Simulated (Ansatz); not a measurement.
RbP2Rh2:
```xyz
5
Lattice="-1.9556 1.9556 6.8939 1.9556 -1.9556 6.8939 1.9556 1.9556 -6.8939" Properties=species:S:1:pos:R:3 pbc="T T T"
Rb     0.0000     0.0000     0.0000
P      0.0000     0.0000     4.7065
P      0.0000     0.0000     9.0813
Rh     0.0000     1.9556     3.4469
Rh     1.9556     0.0000     3.4469
```

Relaxed with r²SCAN. Special points in fractions of this cell's reciprocal vectors: Γ (0.000, 0.000, 0.000); X (0.000, 0.000, 0.500); P (0.250, 0.250, 0.250); N (0.000, 0.500, 0.000); M (0.500, 0.500, -0.500); S (0.270, 0.730, -0.270); S0 (-0.270, 0.270, 0.270); R (-0.040, 0.040, 0.500); G (0.500, 0.500, -0.040).

Question: List the band energies nearest the Fermi level at these points for plane-wave PAW r²SCAN (Ansatz code).

Answer: In eV from the Fermi level; about four levels below and three above (degenerate sets whole), none deeper than 8.9 eV; points with the same levels are listed once.

```csv
k,below,above
Γ,-1.75 -0.71 -0.71 -0.27,1.89 2.80 2.80
X,-2.37 -2.37 -1.75 -1.47,0.28 0.34 4.53
P,-2.37 -2.37 -1.61 -1.61,0.31 0.31 4.73
N,-3.54 -3.51 -2.50 -2.41,1.06 1.18 1.67
M,-0.63 -0.63 -0.27 -0.06,2.71 2.71 3.56
S,-3.49 -3.48 -2.64 -2.21,0.85 1.53 1.56
R,-2.50 -2.37 -1.59 -1.37,0.32 0.35 4.60
```

Space group I4/mmm. The first step of the workflow began from a Materials Project structure, measured or hypothetical; the Crystallography Open Database copy checked does not list it. Whether it is the stable phase at ambient conditions was not checked. Symmetry was held in the r²SCAN relaxation; its stability against distortions is not shown here. The run is not spin-polarised. Scalar-relativistic: spin–orbit coupling is off unless named, which matters more the heavier the elements.

Potentials: the later of the program's two PAW sets.
